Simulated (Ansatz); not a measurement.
GaAs:
```yaml
crystal:
  lattice:
    - [0.00000, 2.82963, 2.82963]
    - [2.82963, 0.00000, 2.82963]
    - [2.82963, 2.82963, 0.00000]
  atoms:
    - { symbol: Ga, position: [0.00000, 0.00000, 0.00000] }
    - { symbol: As, position: [0.75000, 0.75000, 0.75000] }
```

Cartesian axes are those of the cell as given.

Q: Give the proper piezoelectric stress tensor with relaxed ions from DFT-PBEsol in the program Ansatz with PAW potentials.

A: In C/m², rows x, y, z, Voigt columns; mesh uncertainty up to 0.01.
```
0.00  0.00  0.00  0.25  0.00  0.00
0.00  0.00  0.00  0.00  0.25  0.00
0.00  0.00  0.00  0.00  0.00  0.25
```

The elastic tensor of the same run (GPa):

|  | 1 | 2 | 3 | 4 | 5 | 6 |
|---|---|---|---|---|---|---|
| 1 | 110 | 49.2 | 49.2 | 0.0 | 0.0 | 0.0 |
| 2 | 49.2 | 110 | 49.2 | 0.0 | 0.0 | 0.0 |
| 3 | 49.2 | 49.2 | 110 | 0.0 | 0.0 | 0.0 |
| 4 | 0.0 | 0.0 | 0.0 | 55.0 | 0.0 | 0.0 |
| 5 | 0.0 | 0.0 | 0.0 | 0.0 | 55.0 | 0.0 |
| 6 | 0.0 | 0.0 | 0.0 | 0.0 | 0.0 | 55.0 |

Q: Convert to strain constants d = e·S.

A: In pC/N:
```
0.0  0.0  0.0  4.6  0.0  0.0
0.0  0.0  0.0  0.0  4.6  0.0
0.0  0.0  0.0  0.0  0.0  4.6
```

Space group F-43m (zinc blende). The cell was relaxed with PBEsol under the symmetry of its start. Signs of piezoelectric constants follow the polarity of the cell as given.

Potentials: the earlier of the program's two PAW sets. The files were generated under PBE; for other functionals the program regenerates the frozen cores, and for LDA and PBEsol the local potential too.
